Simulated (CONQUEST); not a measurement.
Set-up for a self-consistent single point of Ti (I4/mmm, 2 atoms in the cell; from COD 9012924, changed as shown).

```xyz
2
Lattice="3.2892 0.0000 0.0000 0.0000 3.3221 0.0000 0.0000 0.0000 3.2892" Properties=species:S:1:pos:R:3 pbc="T T T"
Ti     0.0000     0.0000     0.0000
Ti     1.6446     1.6611     1.6446
```

Computed with PBEsol, numerical atomic orbitals double-zeta with polarisation (the shipped basis), PseudoDojo norm-conserving potentials made for PBEsol run with CONQUEST.

CONQUEST settings:

- basis: DZP
- Diag.MPMeshX, Y, Z: 5 5 5
- potentials: PseudoDojo norm-conserving PBEsol
- Grid.GridCutoff: 140 Ha
- DM.SolutionMethod: diagon
- Diag.kT: 0.003675 Ha
- Diag.GammaCentred: true
- minE.SCTolerance: 1.0e-06
- SC.MaxIters: 100
- SC.LinearMixingFactor: 0.5
- SC.KerkerPreCondition: true
- SC.KerkerFactor: 0.5 1/bohr
- AtomMove.TypeOfRun: static

Results:

| Quantity | Value |
|---|---|
| Number of valence electrons | 24 |
| Number of bands | 38 |
| Number of k-points after the program's reduction | 63 |
| Size of the basis | 38 |
| Number of SCF iterations | 12 |
| FFT grid | 36 × 36 × 36 |
| Free energy E − TS | -3226.7827 eV |
| Fermi level (on the code's own zero) | -7.76 eV |
| Pressure | -6.71 GPa |

For comparison: a first run was changed to give this one (lattice vector b scaled by 1.01), and from it to this one the free energy goes up by 7.0 meV/atom and the pressure goes from -6.01 to -6.71 GPa.

The program uses no crystal symmetry, so grid and mesh can part values that symmetry would make equal. The atom-centred basis is finite, which shifts total energies and pressures against plane waves. No clean gap shows at this smearing width and mesh (spacing up to 0.38 Å⁻¹); the mesh is coarse for partly filled bands, so the values carry mesh errors.

Cost on one core: about 40 core-seconds (a rough figure).
